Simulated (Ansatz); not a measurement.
PbS:
```
CELL_PARAMETERS angstrom
      5.09787     0.00000     0.00000
      0.00000     5.09787     0.00000
      0.00000     0.00000     4.12752
ATOMIC_POSITIONS crystal
  Pb 0.50000 0.00000 0.30407
  Pb 0.00000 0.50000 0.69593
  S  0.00000 0.00000 0.00000
  S  0.50000 0.50000 0.00000
```

Relaxed with r²SCAN+D4. Special points in fractions of this cell's reciprocal vectors: Γ (0.000, 0.000, 0.000); X (0.000, 0.500, 0.000); M (0.500, 0.500, 0.000); Z (0.000, 0.000, 0.500); R (0.000, 0.500, 0.500); A (0.500, 0.500, 0.500).

### Question
List the band energies nearest the valence-band maximum at these points for DFT-r²SCAN+D4 in the program Ansatz with PAW potentials.

### Answer
In eV from the valence-band maximum; about four levels below and three above (degenerate sets whole), none deeper than 8.9 eV; points with the same levels are listed once.

```json
[
 {"k": "Γ", "below": "-1.38 -1.38 -1.02 -0.45", "above": "2.71 4.80 5.38 5.38"},
 {"k": "X", "below": "-1.41 -1.41 -0.34 -0.34", "above": "2.72 2.72 5.62 5.62"},
 {"k": "M", "below": "-0.45 -0.45 -0.24 -0.24", "above": "1.73 1.73 4.44 4.44"},
 {"k": "Z", "below": "-1.57 -1.19 -1.19 -0.96", "above": "1.42 1.74 1.80 1.80"},
 {"k": "R", "below": "-2.38 -2.38 -0.92 -0.92", "above": "3.30 3.30 3.36 3.36"},
 {"k": "A", "below": "-2.99 -2.99 -0.17 -0.17", "above": "5.00 5.00 5.04 5.04"}
]
```

Space group P4/nmm. The cell is a constructed one: a structure type filled with these elements; neither database checked (COD, Materials Project) lists it. It is not the phase usual at ambient conditions (space group No. 225). The r²SCAN+D4 relaxation kept the symmetry of its start; whether a distortion lowers the energy is not shown. Scalar-relativistic: spin–orbit coupling is off unless named, which matters more the heavier the elements.

Potentials: the later of the program's two PAW sets.
